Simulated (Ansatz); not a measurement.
# Nb (Fm-3m), clamped-ion strain scan

Computed with DFT PBEsol, scalar-relativistic, plane waves, PAW (Ansatz 0.2.0). The runs took a 420 eV cutoff, a Γ-centred 20×20×20 mesh and Gaussian smearing (0.15 eV). No spin polarisation. Energies are free energies at this smearing, counted from the undisturbed cell; pressure is positive in compression.

The starting cell (as given, not relaxed at this level; it stands at -6.9 GPa; this fcc form isn't the usual structure):

```
Nb
1.0
     0.00000    2.11500    2.11500
     2.11500    0.00000    2.11500
     2.11500    2.11500    0.00000
Nb
1
Direct
  0.00000 0.00000 0.00000
```

The cell is strained by ε times the Voigt pattern (0, 0, 0, 0, 1, 0) (xx, yy, zz, yz, xz, xy; engineering shear) with fractional coordinates fixed. The cell is metallic on the mesh throughout.

| ε | ΔE (meV/atom) | stress summed along the pattern (GPa, tension positive) | pressure (GPa) |
| --- | --- | --- | --- |
| -0.0200 | -1.3 | 1.04 | -6.9 |
| -0.0100 | -0.3 | 0.54 | -6.9 |
| 0.0000 | 0.0 | 0.00 | -6.9 |
| 0.0025 | 0.0 | -0.14 | -6.9 |
| 0.0050 | ? | ? | -6.9 |
| 0.0075 | -0.2 | -0.41 | -6.9 |
| 0.0125 | -0.5 | -0.67 | -6.9 |
| 0.0150 | -0.8 | ? | -6.9 |
| 0.0175 | -1.0 | -0.92 | -6.9 |

By symmetry 0.0200 repeats -0.0200, -0.0150 repeats 0.0150, 0.0100 repeats -0.0100, -0.0050 repeats 0.0050 in energy, with the opposite slope along the path. All sampled points lie below the start, which is a maximum along this line.

Give the withheld values.

ΔE (meV/atom) at ε = 0.0050: -0.1; stress summed along the pattern (GPa, tension positive) at ε = 0.0050: -0.28; stress summed along the pattern (GPa, tension positive) at ε = 0.0150: -0.80.